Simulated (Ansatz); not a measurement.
Level of theory: Ansatz, DFT PBE, scalar-relativistic, plane waves, PAW. All cells share a 420 eV cutoff and Γ-centred k meshes spaced at most about 0.3 Å⁻¹ (about 0.25 or finer for metals, 2π included). No spin polarisation in the final relaxations.

All energies are static (0 K, no zero-point motion). All come from trial cells, and lower structures may exist.

Question: Order these relaxed structures of Na₂H₅ by energy, lowest first, with the energy over the lowest of them.
1. Space group I4/mmm (No. 139), tetragonal, a = 5.582 Å, c = 6.632 Å. Na is surrounded by 4 H at 2.27 Å; H on a site of symmetry m2m has 1 H at 1.23 Å, 2 H at 1.75 Å and 2 Na at 2.27 Å; H on a site of symmetry 4/mmm has 4 H at 1.23 Å (long contacts).
2. Space group P6/mmm (No. 191), hexagonal, a = 4.123 Å, c = 8.991 Å. Around Na lies 1 H at 1.98 Å; H on a site of symmetry 3m has 1 H at 0.78 Å; H on a site of symmetry 6/mmm has 2 Na at 1.98 Å.

Answer: 2 (0 meV/atom), 1 (390 meV/atom). Forms: 2 P6/mmm; 1 I4/mmm. Counting H atoms around Na (those within 1.25 times the shortest such distance or 1.15 times the sum of covalent radii): cell 2 has Na 1; cell 1 has Na 4. Cell 2 holds H–H pairs as short as in free H₂ molecules (shortest 0.78 Å); in cell 1 the shortest H–H distance is 1.23 Å. Even the lowest lies +0.16 eV/atom against the elements.

Weakly bound directions are ill-defined at this level, which has no dispersion term (P6/mmm), and this can change margins and order among such cells. With hydrogen, zero-point motion can shift such differences by 10 meV/atom or more. A magnetic state wasn't ruled out in cells without spin, among them P6/mmm, I4/mmm. Cells relaxed within their symmetry can be saddle points. Some types were kept out of the candidates beforehand, so the set may lack a known form.
